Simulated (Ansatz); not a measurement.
A relaxed cell of Y (P6₃/mmc (No. 194)), relaxed on a k-mesh at least as fine as the one used below. These are r2SCAN (plane waves to 500 eV, PAW, scalar-relativistic; Ansatz, a quantum-chemistry and plane-wave program) values and carry that method's errors. Γ-centred k-mesh 10×10×6 on the run's cell (coarser than for final values), Fermi–Dirac smearing 0.05 eV.

```yaml
crystal:
  lattice:
    - [3.68257, 0.00000, 0.00000]
    - [-1.84129, 3.18920, 0.00000]
    - [0.00000, 0.00000, 5.69848]
  atoms:
    - { symbol: Y, position: [0.33333, 0.66667, 0.75000] }
    - { symbol: Y, position: [0.66667, 0.33333, 0.25000] }
```

The atoms are displaced by (Å):

| atom | ux | uy | uz |
|---|---|---|---|
| Y1 | 0.094 | 0.408 | -0.158 |
| Y2 | 0.374 | 0.195 | -0.110 |

Question: What forces (eV/Å) and pressure result?

Answer: 
```json
[
 {"atom": "Y1", "Fx": "0.27", "Fy": "-0.24", "Fz": "0.19"},
 {"atom": "Y2", "Fx": "-0.27", "Fy": "0.24", "Fz": "-0.19"}
]
```

Pressure 0.0 GPa.

Question: Estimate the energy cost of the displacement in the harmonic approximation and compare with the calculation.

Answer: For a harmonic well ΔE = −½ Σ F·u = 0.068 eV a cell, or 34 meV/atom. The calculated energy relative to the undisplaced cell is +0.04 eV/atom, so the harmonic estimate holds well.

No spin polarisation in the result.

The run that gave the undisplaced cell could not lose the symmetry of its start; a randomly shaken copy of 2 atoms returns to this structure.
